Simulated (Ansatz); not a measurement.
Yb:
```
Yb
1.0
    3.65497     0.00000     0.00000
   -1.82748     3.16529     0.00000
    0.00000     0.00000     6.03498
Yb
2
Direct
  0.66667   0.33333   0.75000
  0.33333   0.66667   0.25000
```

Relaxed with r²SCAN. Special points in fractions of this cell's reciprocal vectors: Γ (0.000, 0.000, 0.000); M (0.500, 0.000, 0.000); K (0.333, 0.333, 0.000); A (0.000, 0.000, 0.500); L (0.500, 0.000, 0.500); H (0.333, 0.333, 0.500).

Task: List the band energies nearest the Fermi level at these points for plane-wave PAW r²SCAN (Ansatz code).

Result: In eV from the Fermi level; about four levels below and three above (degenerate sets whole), none deeper than 8.9 eV; points with the same levels are listed once.

| k | below | above |
|---|---|---|
| Γ | -0.34 -0.34 -0.33 -0.32 | 0.29 3.14 3.20 3.20 |
| M | -0.30 -0.30 -0.30 -0.29 -0.08 | 0.25 1.88 2.71 |
| K | -0.29 -0.29 -0.29 -0.29 -0.19 | 0.33 1.87 1.87 |
| A | -0.32 -0.32 -0.32 -0.32 | 1.71 1.71 3.20 3.20 3.20 3.20 |
| L | -0.30 -0.30 -0.29 -0.29 | 0.50 0.50 1.82 1.82 |
| H | -0.35 -0.35 -0.29 -0.29 | 0.16 0.16 0.39 0.39 |

Space group P6_3/mmc (hcp (Mg type)). The workflow started from a Materials Project entry (that database holds measured and hypothetical structures alike); the Crystallography Open Database files this formula in space group No. 194, but the cells were not matched. It is not the phase usual at ambient conditions (space group No. 225). Symmetry was held in the r²SCAN relaxation; whether a distortion lowers the energy is not shown. No spin polarisation was allowed. The 4f shell is in the valence. No Hubbard U is applied. Scalar-relativistic: spin–orbit coupling is off unless named, which matters more the heavier the elements.

Potentials: the later of the program's two PAW sets.
